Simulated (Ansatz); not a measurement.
Values for one crystal, relaxed and computed with plane-wave PAW r²SCAN (Ansatz code); other levels are named.

| Quantity | Value |
|---|---|
| Volume per atom | 14.98 Å³ |
| Electronic character | metallic (no gap) |
| Density of states at the Fermi level | 0.50 states/eV per atom (mean over ±0.08 eV) |
| Formation energy from the elements (no fitted shifts) | -0.67 eV/atom |

Problem. Which of these materials gives this?
A. Ti6Ge2B, P-62m (Ti on 3f, Ti on 3g, Ge on 2c, B on 1b)
B. YNiGe, Pnma (Y on 4c, Ni on 4c, Ge on 4c)
C. CoGe, C2/m (Pearson symbol mS16)
D. Zr5Sn3Se, P6_3/mcm (Zr on 4d, Zr on 6g, Sn on 6g, Se on 2b)

Solution. A, Ti6Ge2B, P-62m (Ti on 3f, Ti on 3g, Ge on 2c, B on 1b)

The first step of the workflow began from a Materials Project structure, measured or hypothetical; the Crystallography Open Database copy checked does not list it. Its standing as an ambient phase is unchecked. The cell was relaxed with r²SCAN under the symmetry of its start; whether a distortion lowers the energy is not shown. No spin polarisation was allowed. The references are the lowest solids computed at this level, not always the standard phases. Spin–orbit coupling is left out wherever it is not named.

Potentials: the earlier of the program's two PAW sets.
